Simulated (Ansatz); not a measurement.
## Tl, A15: geometry optimisation

The calculation used Ansatz 0.2.0, DFT, r2SCAN, plane waves (500 eV) with PAW, scalar-relativistic. The PAW files were generated under PBE, with cores re-solved for the functional.

k-point mesh 4×4×4, Fermi-Dirac smearing 0.1 eV, no spin polarisation. Cell and atoms relax.

Starting structure:

```yaml
crystal:
  lattice:
    - [6.0758676049, 0.0, 0.0]
    - [0.0, 6.0758676049, 0.0]
    - [0.0, 0.0, 6.0758676049]
  atoms:
    - { symbol: Tl, position: [0.0, 0.0, 0.0] }
    - { symbol: Tl, position: [0.5, 0.5, 0.5] }
    - { symbol: Tl, position: [0.25, 0.0, 0.5] }
    - { symbol: Tl, position: [0.75, 0.0, 0.5] }
    - { symbol: Tl, position: [0.5, 0.25, 0.0] }
    - { symbol: Tl, position: [0.5, 0.75, 0.0] }
    - { symbol: Tl, position: [0.0, 0.5, 0.25] }
    - { symbol: Tl, position: [0.0, 0.5, 0.75] }
hamiltonian:
  xc: r2scan
  pseudopotentials:
    kind: paw
    azcp:
      Tl: "pseudopotentials/Tl.paw.azcp"
basis:
  ecutwfc: 500
  fft_grid_basis: typed
kpoints:
  mp_grid: { grid: [4, 4, 4], shift: [0, 0, 0] }
magnetization:
  spin_polarized: false
scf:
  occupations: { method: fermi_dirac, width: 0.1 }
relax:
  max_steps: 60
  f_tol: 0.01
  cell: {}
```

Q: What cell does the relaxation end in?

A: Pm-3n with a = 6.242 Å; 30.40 Å³ per atom against 28.04 at the start (8.4 %).

Q: How much energy does the relaxation gain?

A: 21.3 meV per atom.
